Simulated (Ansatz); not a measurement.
GaAs:
Space group P4/mmm (No. 123); a = b = 2.6655 Å, c = 5.4069 Å, α = β = γ = 90.00°

```tsv
atom	site	symmetry	x	y	z
Ga	1b	4/mmm	0.0000	0.0000	0.5000
As	1a	4/mmm	0.0000	0.0000	0.0000
```

Relaxed at zero pressure with the program Ansatz at the PBEsol level (PAW).

Q: The volume is lowered by 9 % and shape and atoms relax at that volume. What pressure results, and how do the axes share the change?

A: 8.6 GPa; a -3.0 %, b -3.0 %, c -3.3 %; the energy rises by 43 meV/atom.

Q: Give the new structure.

A: 
Space group P4/mmm (No. 123); a = b = 2.5862 Å, c = 5.2268 Å, α = β = γ = 90.00°

```json
[
 {"atom": "Ga", "site": "1b", "symmetry": "4/mmm", "x": "0.0000", "y": "0.0000", "z": "0.5000"},
 {"atom": "As", "site": "1a", "symmetry": "4/mmm", "x": "0.0000", "y": "0.0000", "z": "0.0000"}
]
```

The phase is kept; no other phase was compared at this pressure.

The first step of the workflow began from a Materials Project structure, measured or hypothetical; the Crystallography Open Database copy checked does not list it. It is not the phase usual at ambient conditions (space group No. 216). Symmetry was held in the PBEsol relaxation; whether a distortion lowers the energy is not shown.

Potentials: the earlier of the program's two PAW sets.
